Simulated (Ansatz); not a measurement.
Polymorphs of TlBr, each relaxed with DFT-HSE06 in the program Ansatz with PAW potentials:

A: zinc blende (F-43m), a = b = c = 7.495 Å, α = β = γ = 90.00°

B: P6_3/mmc, a = 5.715 Å, b = 5.715 Å, c = 6.679 Å, α = 90.00°, β = 90.00°, γ = 120.00°

C: rock salt (Fm-3m), a = b = c = 6.758 Å, α = β = γ = 90.00°

D: P4_2/mmc, a = 4.7511 Å, b = 4.7511 Å, c = 8.8972 Å, α = 90.00°, β = 90.00°, γ = 90.00°

Q: Put the candidates in order of energy per atom at 0 K, lowest first, for HSE06.

A: C (+0 meV/atom), B (+34 meV/atom), A (+82 meV/atom), D (+137 meV/atom)

Q: Give each one's gap.

A: A 3.73 eV; B 3.86 eV; C 2.99 eV; D 2.81 eV.

Constructed cells (a structure type filled with these elements, in neither database checked): A; B; D. Built on a structure type that need not be the filed one of that space group: C. Standing as an ambient phase not checked: C. All cells were relaxed under the symmetry of their starts (and spin orders); stability against distortions was not tested throughout. Scalar-relativistic: spin–orbit coupling is off unless named, which matters more the heavier the elements.

Potentials: the later of the program's two PAW sets.
